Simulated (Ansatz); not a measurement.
ZnS:
```
ZnS
1.0
    3.56502     0.00000     0.00000
   -1.78251     3.08740     0.00000
    0.00000     0.00000     5.81645
Zn S
2 2
Cartesian
  0.00000   0.00000   0.00000
  0.00000   0.00000   2.90823
  0.00000   2.05826   1.45411
  1.78251   1.02913   4.36234
```

Relaxed with PBEsol. Special points in fractions of this cell's reciprocal vectors: Γ (0.000, 0.000, 0.000); M (0.500, 0.000, 0.000); K (0.333, 0.333, 0.000); A (0.000, 0.000, 0.500); L (0.500, 0.000, 0.500); H (0.333, 0.333, 0.500).

### Question
List the band energies nearest the valence-band maximum at these points for PBEsol in the plane-wave PAW code Ansatz.

### Answer
In eV from the valence-band maximum; about four levels below and three above (degenerate sets whole), none deeper than 8.9 eV; points with the same levels are listed once.

```csv
k,below,above
Γ,-0.78 -0.78 -0.62 -0.12 -0.12,1.65 3.49 6.47 6.47
M,-3.97 -2.70 -2.14 -0.10,2.58 3.32 3.91
K,-2.88 -2.88 -2.60 -2.60,0.28 6.10 7.44 7.44
A,-0.39 -0.39 -0.39 -0.39,3.68 3.68 6.66 6.66 6.66 6.66
L,-1.60 -1.60 -1.59 -1.59,2.02 2.02 5.33 5.33
H,-4.31 -4.31 -0.40 -0.40,3.73 3.73 4.36 4.36
```

Space group P6_3/mmc (NiAs type). The start of the workflow was typed in or built on a structure type; neither database checked (COD, Materials Project) lists it. It is not the phase usual at ambient conditions (space group No. 186, 216). Symmetry was held in the PBEsol relaxation; phonons on a q-mesh show weakly imaginary modes.

Potentials: the later of the program's two PAW sets.
